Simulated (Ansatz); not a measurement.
## Pressure against volume: Nb

```cif
data_structure
_symmetry_space_group_name_H-M 'P 1'
_symmetry_Int_Tables_number 1
_cell_length_a 2.9911
_cell_length_b 2.9911
_cell_length_c 2.9911
_cell_angle_alpha 60.000
_cell_angle_beta 60.000
_cell_angle_gamma 60.000
_cell_volume 18.92
loop_
_atom_site_label
_atom_site_type_symbol
_atom_site_fract_x
_atom_site_fract_y
_atom_site_fract_z
_atom_site_occupancy
Nb1 Nb 0.00000 0.00000 0.00000 1
```

The runs use the primitive cell with vectors (0.000, 2.115, 2.115), (2.115, 0.000, 2.115), (2.115, 2.115, 0.000) Å, to which the k mesh refers.

The cell comes from COD entry 1534903, which wasn't checked; take it as a given geometry.

All numbers are computed: DFT, LDA, all-electron LAPW, scalar-relativistic (Ansatz 0.2.0); DFT, LDA, PAW with Ansatz's default frozen-core files, scalar-relativistic (Ansatz 0.2.0).

For LAPW: a Γ-centred 13×13×13 k mesh, Fermi–Dirac smearing of 0.03 eV, basis error target 0.5 meV/atom, no spin polarisation. PAW takes a cutoff of 420 eV at this cell (files made with PBE, cores remade for this functional). The Ansatz runs share mesh, smearing and spin set-up. Plane-wave (PAW) pressures include the program's estimate of the Pulay term.

The cell above is scaled evenly, with fractional coordinates and shape held.

```json
{"V/V(cell)": "0.9400", "V (Å³/atom)": "17.786", "P, LAPW (GPa)": "-0.13", "P, PAW (GPa)": "-0.13", "free energy over the lowest listed, PAW (meV/atom)": "0.0"}
{"V/V(cell)": "0.9600", "V (Å³/atom)": "18.165", "P, LAPW (GPa)": "-3.84", "P, PAW (GPa)": "-3.83", "free energy over the lowest listed, PAW (meV/atom)": "4.7"}
{"V/V(cell)": "0.9800", "V (Å³/atom)": "18.543", "P, LAPW (GPa)": "-7.24", "P, PAW (GPa)": "-7.23", "free energy over the lowest listed, PAW (meV/atom)": "17.9"}
{"V/V(cell)": "0.9900", "V (Å³/atom)": "18.733", "P, LAPW (GPa)": "-8.82", "P, PAW (GPa)": "-8.81", "free energy over the lowest listed, PAW (meV/atom)": "27.3"}
{"V/V(cell)": "1.0000", "V (Å³/atom)": "18.922", "P, LAPW (GPa)": "-10.33", "P, PAW (GPa)": "-10.32", "free energy over the lowest listed, PAW (meV/atom)": "38.7"}
{"V/V(cell)": "1.0100", "V (Å³/atom)": "19.111", "P, LAPW (GPa)": "-11.75", "P, PAW (GPa)": "-11.74", "free energy over the lowest listed, PAW (meV/atom)": "51.7"}
{"V/V(cell)": "1.0200", "V (Å³/atom)": "19.300", "P, LAPW (GPa)": "-13.10", "P, PAW (GPa)": "-13.09", "free energy over the lowest listed, PAW (meV/atom)": "66.4"}
{"V/V(cell)": "1.0400", "V (Å³/atom)": "19.679", "P, LAPW (GPa)": "-15.59", "P, PAW (GPa)": "-15.58", "free energy over the lowest listed, PAW (meV/atom)": "100.3"}
{"V/V(cell)": "1.0600", "V (Å³/atom)": "20.057", "P, LAPW (GPa)": "-17.83", "P, PAW (GPa)": "-17.82", "free energy over the lowest listed, PAW (meV/atom)": "139.8"}
```
